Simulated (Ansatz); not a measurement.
# Moving the functional in CrN2

The cell as given:

```cif
data_structure
_symmetry_space_group_name_H-M 'Pnnm'
_symmetry_Int_Tables_number 58
_cell_length_a 3.9018
_cell_length_b 4.8095
_cell_length_c 2.7842
_cell_angle_alpha 90.000
_cell_angle_beta 90.000
_cell_angle_gamma 90.000
_cell_volume 52.25
loop_
_atom_site_label
_atom_site_type_symbol
_atom_site_symmetry_multiplicity
_atom_site_Wyckoff_symbol
_atom_site_fract_x
_atom_site_fract_y
_atom_site_fract_z
_atom_site_occupancy
Cr1 Cr 2 a 0.00000 0.00000 0.00000 1
N1 N 4 g 0.86617 0.58878 0.00000 1
```

The cell comes from a database or a generator and needn't be the stable form of this composition.

Kept alike: task relaxation of cell and atoms; k mesh 7 × 6 × 10; occupations fermi-dirac, width 0.05 eV; collinear spin, ferromagnetic start. Program: Ansatz, Ansatz PAW. Cutoffs run from 420 to 500 eV. The mesh is that of the run's cell of 6 atoms. No spin-orbit coupling.

| run | volume (Å³/atom) | first edge of the run's cell (Å) | third edge of the run's cell (Å) | largest site moment (μB) |
| --- | --- | --- | --- | --- |
| A | 8.644 | 3.849 | 2.813 | 2.10 |
| B | 8.350 | 3.854 | 2.740 | 1.80 |
| C | 8.680 | 3.880 | 2.795 | 1.90 |
| D | 8.108 | 3.839 | 2.701 | 1.72 |

The relaxations keep at least the cell's symmetry (Pnnm). For a metal such a mesh leaves the last digits unconverged. Relaxations stop with a little pressure left, so the last digits of a volume or edge aren't settled. Ansatz's relaxations hold a Pulay term in the stress (up to 1.1 GPa here). The runs hold the magnetic state that their start led to, which needn't be the lowest. Site moments count inside each atom's sphere or projector. All rows use potentials made for PBE.

Q: The runs differ in the functional (and the cutoff that goes with it) alone: LDA; PBE; PBEsol; r2SCAN. Which run is which?

A: Run A is r2SCAN; run B is PBEsol; run C is PBE; run D is LDA. The volume runs from 8.108 (LDA) to 8.680 Å³/atom (PBE). From PBE: LDA -0.572; PBEsol -0.330; r2SCAN -0.036. The first edge of the run's cell runs from 3.839 (LDA) to 3.880 Å (PBE). From PBE: LDA -0.041; PBEsol -0.026; r2SCAN -0.031. The third edge of the run's cell runs from 2.701 (LDA) to 2.813 Å (r2SCAN). From PBE: LDA -0.094; PBEsol -0.055; r2SCAN +0.018. The largest site moment runs from 1.72 (LDA) to 2.10 μB (r2SCAN). From PBE: LDA -0.18; PBEsol -0.10; r2SCAN +0.20.
